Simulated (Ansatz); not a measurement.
Elastic constants of Li (Fm-3m) under pressure

```xyz
1
Lattice="0.0000 2.1161 2.1161 2.1161 0.0000 2.1161 2.1161 2.1161 0.0000" Properties=species:S:1:pos:R:3 pbc="T T T"
Li    0.0000    0.0000    0.0000
```

This is the zero-pressure cell. At each pressure cell and atoms are relaxed in this structure, and the constants are slopes of the stress at strains of ±0.005 with relaxed ions (the coefficients that govern stability under load). Level: LDA, PAW on Ansatz 0.2.0's default frozen-core files (fitted under PBE), scalar-relativistic; k mesh 22×22×22, strains of ±0.005, Fermi-Dirac smearing of 0.100 eV, cutoff 420 eV. P is the pressure of the relaxed cell, less that of this one.

```csv
P (GPa),V/V₀,C11 (GPa),C12 (GPa),C44 (GPa)
0.00,1.0000,17.8,13.6,10.9
1.02,0.9402,21.5,16.7,11.6
1.98,?,?,?,?
3.97,0.8253,31.5,25.3,12.9
6.98,0.7500,41.0,33.6,13.8
9.95,0.6964,49.9,41.5,14.3
14.98,0.6308,64.4,54.6,14.8
```

Problem. Does the bulk modulus from the constants agree with the pressure-volume curve?

Solution. A third-order Birch-Murnaghan fit to the volumes shown (F against f, f = [(V₀/V)^(2/3) − 1]/2) gives B₀ = 14.9 GPa and B′ = 3.5. Its −V dP/dV stands beside (C11 + 2C12)/3:

```csv
P (GPa),from P(V),from the constants
0.00,14.9,15.0
1.02,18.3,18.3
3.97,27.5,27.3
6.98,36.1,36.0
9.95,44.0,44.3
14.98,56.6,57.9
```

Problem. What are the pressure derivatives at zero pressure?

Solution. Slopes at V₀ of quadratic fits in −ln(V/V₀) through the first four rows shown, divided by B₀: dC11/dP = 3.6, dC12/dP = 3.0, dC44/dP = 0.7. The mean slopes up to 4.0 GPa are 3.4, 2.9, 0.5; curvature and scatter of the constants part the two. The combination (dC11/dP + 2 dC12/dP)/3 = 3.2 stands against B′.

Problem. Fill the row at 1.98 GPa.

Solution. Cubic fits in −ln(V/V₀) through all rows shown give C11 = 24.9, C12 = 19.6, C44 = 12.1 GPa. Computed: V/V₀ = 0.8957, C11 (GPa) = 24.9, C12 (GPa) = 19.6, C44 (GPa) = 12.1.

Problem. Does a shear stiffness soften?

Solution. C44 goes from 10.9 to 14.8 GPa; (C11 − C12)/2 goes from 2.1 to 4.9 GPa. Neither ends more than 3 % under its start, and the lattice stays mechanically stable over this range.

Caveats: the structure is a database entry and needn't be the stable phase; no other phase was computed; many crystals of this kind change structure within this range, and rows or crossings beyond such a change describe a metastable lattice; frozen-core PAW files fitted under PBE, their cores solved anew for the functional of the run; responses of metals move with mesh and smearing; phonons weren't checked at these pressures.
